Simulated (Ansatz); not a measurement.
A geometry of Li away from equilibrium: step 2 of the relaxation of a relaxed Li cell displaced along its unstable phonon at q = (½, ½, 0) of its primitive reciprocal cell (173i cm⁻¹), largest move 0.15 Å. These are PBEsol (plane waves to 420 eV, PAW, scalar-relativistic; Ansatz, a first-principles code) values and carry that method's errors. Γ-centred k-mesh 12×12×12 on the run's cell (coarser than for final values), Fermi–Dirac smearing 0.05 eV.

```
Li
1.0
    5.41548     0.00000     0.00000
    2.70774     2.70774     0.00000
    0.00000     0.00000     2.74408
Li
2
Direct
  0.00000   0.00000   0.12642
  0.50000   0.00000   0.87358
```

Task: Which atoms carry the largest force, and which way does it point?

Result: 0.17 eV/Å, on Li1, Li2 (atoms numbered as listed); on Li2 its components are (0.00, 0.00, -0.17).

Task: What is the pressure?

Result: +0.1 GPa, compression positive.

Task: How far above the relaxed end point is this geometry?

Result: 0.08 eV/atom; the path ends in Im-3m (No. 229) (bcc (W type)).

No spin polarisation in the result.

The run could not lose the symmetry of its start.

Of the parent cell (Pm-3m (No. 221)): it is a generated cell of Li: the first start was made by placing the elements on the sites of a structure type, and the end was not matched to a known phase here, so it may be hypothetical. Known forms of Li include space group No. 229.
